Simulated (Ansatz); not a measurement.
Relaxed-ion elastic tensor of SrO in space group P6_3/mmc (No. 194; Sr on 2d, O on 2c) in GPa (Voigt order), LDA in the plane-wave PAW code Ansatz; density 4.48 g/cm³, 19.18 Å³ per atom.

```
 108  89.3  43.5   0.0   0.0   0.0
89.3   108  43.5   0.0   0.0   0.0
43.5  43.5   184   0.0   0.0   0.0
 0.0   0.0   0.0  44.8   0.0   0.0
 0.0   0.0   0.0   0.0  44.8   0.0
 0.0   0.0   0.0   0.0   0.0   9.4
```

Problem. Is the crystal mechanically stable?

Solution. Yes: the smallest eigenvalue of C is 9.4 GPa.

Problem. Work out the Voigt, Reuss and Hill averages.

Solution. K_V = 83.7, K_R = 83.2, K_H = 83.5; G_V = 34.8, G_R = 18.4, G_H = 26.6 GPa.

Problem. Give Young's modulus, Poisson's ratio, Pugh's ratio and the universal anisotropy index.

Solution. E = 9KG/(3K + G) = 72.1 GPa; ν = 0.36; K/G = 3.14 (ductile by the Pugh limit of 1.75); A_U = 5G_V/G_R + K_V/K_R − 6 = 4.46.

Problem. Estimate the sound speeds and the Debye temperature.

Solution. v_l = √((K + 4G/3)/ρ) = 5150 m/s, v_t = √(G/ρ) = 2430 m/s, mean 2740 m/s; Θ = (h/k)(3n/4πV)^(1/3) v_m = 305 K.

Problem. Solve the Christoffel equation for the three sound speeds along x, y, z.

Solution. Eigenvalues of C_ijkl n_j n_l equal ρv². In km/s, slowest first: x 1.45, 3.16, 4.91; y 1.45, 3.16, 4.91; z 3.16, 3.16, 6.41.

Problem. How much does each axis shrink under pressure?

Solution. Linear compressibilities β_i = Σ_j S_ij (j = 1 to 3): x 4.3, y 4.3, z 3.4 per TPa.

The first step of the workflow began from a Materials Project structure, measured or hypothetical; the Crystallography Open Database copy checked does not list it. It is not the phase usual at ambient conditions (space group No. 225). The LDA relaxation kept the symmetry of its start; whether a distortion lowers the energy is not shown.

Potentials: the later of the program's two PAW sets.
